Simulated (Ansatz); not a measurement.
ScTlP2S7:
```xyz
11
Lattice="4.3354 4.9297 0.0000 -4.3354 4.9297 0.0000 -0.8815 0.0000 6.2169" Properties=species:S:1:pos:R:3 pbc="T T T"
Sc     0.0000     5.4493     0.0000
Tl    -0.4408     1.6260     3.1084
P     -2.7033     3.9832     0.5636
P      1.8218     3.9832     5.6533
S     -1.7251     5.1853     1.8622
S      0.8436     5.1853     4.3547
S      1.5843     3.7195     1.0877
S     -2.4658     3.7195     5.1292
S      0.0000     0.3310     0.0000
S      0.9719     7.2930     1.5565
S     -1.8534     7.2930     4.6604
```

Relaxed with r²SCAN+D4. Special points in fractions of this cell's reciprocal vectors: Γ (0.000, 0.000, 0.000); Y (0.500, 0.500, 0.000); M (0.500, 0.500, 0.500); A (0.000, 0.000, 0.500); L2 (0.000, 0.500, 0.500); V2 (0.000, 0.500, 0.000).

**Question.** List the band energies nearest the valence-band maximum at these points for r²SCAN+D4 (plane waves, PAW; program Ansatz).

**Answer.** In eV from the valence-band maximum; about four levels below and three above (degenerate sets whole), none deeper than 8.9 eV; points with the same levels are listed once.

```csv
k,below,above
Γ,-0.78 -0.78 -0.44 -0.17,2.24 2.65 2.95
Y,-0.97 -0.54 -0.48 -0.34,2.97 3.04 3.29
M,-0.88 -0.66 -0.48 -0.30,2.83 3.02 3.13
A,-0.86 -0.61 -0.50 0.00,2.29 2.72 3.24
L2,-0.88 -0.64 -0.47 -0.42,2.47 3.06 3.30
V2,-0.75 -0.72 -0.58 -0.39,2.68 3.12 3.22
```

Space group C2. The workflow started from a Materials Project entry (that database holds measured and hypothetical structures alike); the Crystallography Open Database copy checked does not list it. Whether it is the stable phase at ambient conditions was not checked. The r²SCAN+D4 relaxation kept the symmetry of its start; whether a distortion lowers the energy is not shown. The run is not spin-polarised. Spin–orbit coupling is left out wherever it is not named.

Potentials: the later of the program's two PAW sets.
